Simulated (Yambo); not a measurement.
BSE-type run in Yambo on AlP (zinc blende, space group F-43m, No. 216), at zero momentum.

Quantum ESPRESSO step (LDA, PseudoDojo standard norm-conserving files, scalar-relativistic):
```
&CONTROL
  calculation = 'nscf'
  pseudo_dir = './pseudo'
  outdir = './out'
/
&SYSTEM
  ibrav = 0
  nat = 2
  ntyp = 2
  ecutwfc = 48.0
  ecutrho = 192.0
  occupations = 'fixed'
  force_symmorphic = .true.
  nbnd = 23
/
&ELECTRONS
  conv_thr = 2e-09
  diago_full_acc = .true.
  diago_thr_init = 1e-08
/
ATOMIC_SPECIES
Al 26.9815 Al.upf
P 30.9738 P.upf
CELL_PARAMETERS angstrom
  0.000000000000   2.713663820000   2.713663820000
  2.713663820000   0.000000000000   2.713663820000
  2.713663820000   2.713663820000   0.000000000000
ATOMIC_POSITIONS crystal
Al   0.000000000000   0.000000000000   0.000000000000
P   0.250000000000   0.250000000000   0.250000000000
K_POINTS automatic
10 10 10 0 0 0
```

Yambo input:
```
rim_cut
optics
bse
bss
dipoles
em1s
RandQpts= 1000000
RandGvec= 1 Ry
FFTGvecs= 40 Ry
Chimod= "HARTREE"
BSKmod= "SEX"
BSEmod= "resonant"
BSSmod= "hs"
BSENGexx= 15 Ry
BSENGBlk= 1 Ry
% KfnQP_E
 1.019 | 1.0 | 1.0 |
%
% BSEQptR
 1 | 1 |
%
% BSEBands
 2 | 8 |
%
% BEnRange
 0.0 | 9.7 | eV
%
% BDmRange
 0.15 | 0.15 | eV
%
BEnSteps= 194
% BLongDir
 1.0 | 0.0 | 0.0 |
%
BSHayTrs= -0.02
BSSNEig= 24
WRbsWF
% BndsRnXs
 1 | 18 |
%
NGsBlkXs= 1 Ry
% LongDrXs
 1.0 | 1.0 | 1.0 |
%
```

From the report:

The dimension is k points × valence × conduction bands = 1000 × 3 × 4 = 12000.
```
   [SLEPC] Approach                          : Krylov-Schur
   [SLEPC] Number of requested eigenvalues   :  24
   [SLEPC] Number of eigenvalues        [NEV]:  24
    [K] Dimension                                    :  12000
    [K] Bands                                        :   2   8
    [K] Exchange res                                 : yes
    [K] Correlation res                              : yes
    [K] W interaction is bare                        : no
    [K] RL vectors exchange                          :  283
    [K] RL vectors correlation                       :   9
    [W] Matrix size                                  :   9
    [W] Bands                                        :   1  18
    [W] Coulomb Cutoff                               : none
    [W] Hxc Kernel                                   : HARTREE
```

Geometry relaxed with LDA.
